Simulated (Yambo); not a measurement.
## Bethe-Salpeter results for AlClO

```
AlClO
1.0
    3.14730     0.00000     0.00000
    0.00000     3.63328     0.00000
    0.00000     0.00000     7.84507
O Al Cl
2 2 2
Direct
  0.50000   0.50000   0.95019
  0.00000   0.00000   0.04981
  0.50000   0.00000   0.89456
  0.00000   0.50000   0.10544
  0.00000   0.00000   0.68063
  0.50000   0.50000   0.31937
```

Cell and atoms were relaxed with PBE+D3(BJ) from Materials Project entry mp-27863, within its symmetry.

BSE in Yambo on PBEsol (pw.x of Quantum ESPRESSO, ONCV potentials, without SOC) bands: 8×6×4 mesh, 9 valence and 5 conduction bands, static screening with 49 bands and a 3 Ry block, scissor 2.66 eV, Tamm-Dancoff; field along x.

```tsv
state	energy (eV)	states within 2 meV	relative strength	class	main transitions
1	7.87	1	< 0.01	dark	several band pairs
2	7.89	1	1.00	strong	VB → CB (77 %)
3	7.89	1	< 0.01	dark	several band pairs
4	7.95	1	0.01	weak	several band pairs
5	7.99	1	< 0.01	dark	VB−1 → CB (83 %)
6	8.14	1	< 0.01	dark	VB−3 → CB (78 %)
7	8.20	1	< 0.01	dark	several band pairs
8	8.29	1	0.69	strong	VB → CB (70 %)
9	8.34	1	< 0.01	weak	several band pairs
10	8.40	1	< 0.01	dark	VB−1 → CB (75 %)
```

These are vertical excitations (zero momentum). The direct quasiparticle gap on this mesh is 8.53 eV; counted from there, state 1 is bound by 0.67 eV. Convergence with the mesh was not shown.

Spin singlets only. Strengths are relative to the strongest of the lowest states of this run; strong means a line over 3 % of the spectrum's maximum, dark under 0.03 %. Absolute energies carry the error of the G0W0 scissor, whose convergence isn't established; the long-wavelength screening was taken along (1,1,1) although the crystal is anisotropic.
